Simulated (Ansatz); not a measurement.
Computed with DFT PBE, scalar-relativistic, plane waves, PAW (Ansatz 0.2.0). Settings: cutoff 420 eV, Γ-centred meshes spaced at most about 0.3 Å⁻¹ (2π included), Gaussian smearing. No spin polarisation in the final relaxations.

These are static total energies at zero pressure.

Two relaxed structures of Cd3HgTe4:

A. Space group P-4m2 (No. 115), tetragonal, a = 4.687 Å, c = 13.243 Å. Cd on a site of symmetry 2mm has 4 Te at 2.87 Å; Cd on a site of symmetry -4m2 has 4 Te at 2.87 Å; around Hg lie 4 Te at 2.88 Å; Te on its first site is surrounded by 4 Cd at 2.87 Å; Te on its second site is surrounded by 2 Cd at 2.87 Å and 2 Hg at 2.88 Å.

B. Space group P-43m (No. 215), cubic, a = 6.629 Å. Cd has 4 Te at 2.87 Å; Hg is surrounded by 4 Te at 2.88 Å; around Te lie 3 Cd at 2.87 Å and 1 Hg at 2.88 Å.

Question: Which placement of the atoms is lower in energy, and by how much?

Answer: They are level within the accuracy (under 1 meV/atom apart). The two share one framework of sites and differ in which element sits where. A has Cd and Hg ordered on zinc blende sites, space group P-4m2 (No. 115), 36.4 Å³/atom and a gap of 0.18 eV on its mesh; B has Cd and Hg ordered on zinc blende sites, space group P-43m (No. 215), 36.4 Å³/atom and a gap of 0.18 eV. Counting Te atoms around Cd and Hg (those within 1.25 times the shortest such distance or 1.15 times the sum of covalent radii), A and B both have Cd 4, Hg 4. Both come from invented guesses.

These runs have no spin–orbit coupling, which can matter for Hg and Te. Kohn–Sham gaps at this level usually fall short of measured ones. The missing spin–orbit coupling can work the other way here. Cells relaxed within their symmetry can be saddle points.
